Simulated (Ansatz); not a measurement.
Data:

MgS (rock salt) is sheared across one {100} plane: the third cell vector gains the shift, so faults repeat every 7.8 Å. The cut lies between planes 2.61 Å apart; the cell height is held.

```yaml
crystal:
  lattice:
    - [3.69792, 0.00000, 0.00000]
    - [0.00000, 3.69792, 0.00000]
    - [1.84896, 1.84896, 7.84448]
  atoms:
    - { symbol: S, position: [0.00000, 0.00000, 0.83333] }
    - { symbol: S, position: [0.33333, 0.33333, 0.16667] }
    - { symbol: S, position: [0.66667, 0.66667, 0.50000] }
    - { symbol: Mg, position: [0.50000, 0.50000, 0.83333] }
    - { symbol: Mg, position: [0.83333, 0.83333, 0.16667] }
    - { symbol: Mg, position: [0.16667, 0.16667, 0.50000] }
```

In-plane vectors a = (3.698, 0.000) Å, b = (0.000, 3.698) Å, area 13.67 Å². The shift is s times the vector a + b (length 5.230 Å), so s = 1 restores the start. The shift is rigid: no atom relaxes. γ = [E(shift) − E(0)] / area.

Method: PBE (plane waves to 420 eV, PAW, scalar-relativistic; Ansatz, a program for electronic structure). k mesh 8×8×8 (Γ-centred), Fermi-Dirac smearing 0.05 eV. Energies are extrapolated to zero smearing. As the smearing reaches across the gap at some points, the k mesh leaves noise in γ, roughly 0.02 J/m² as judged from a few cases. Faults lie only 7.8 Å apart, and holding the cell height and the atoms raises γ above its relaxed value. MgS was relaxed with its symmetry unable to fall. γ is measured from zero shift.

The scan covers s from 0.000 to 0.917 in 12 points.

Question: Does γ have a local minimum between the ends of the line, and at which s?

Answer: No computed point is one.

Question: At which s is γ highest?

Answer: s = 0.500.

Question: What is the highest γ among twelve even steps of s?

Answer: 3.52 J/m².

(The slope of γ gives the shear force per area between the displaced halves; near zero shift its curvature is an elastic stiffness.)
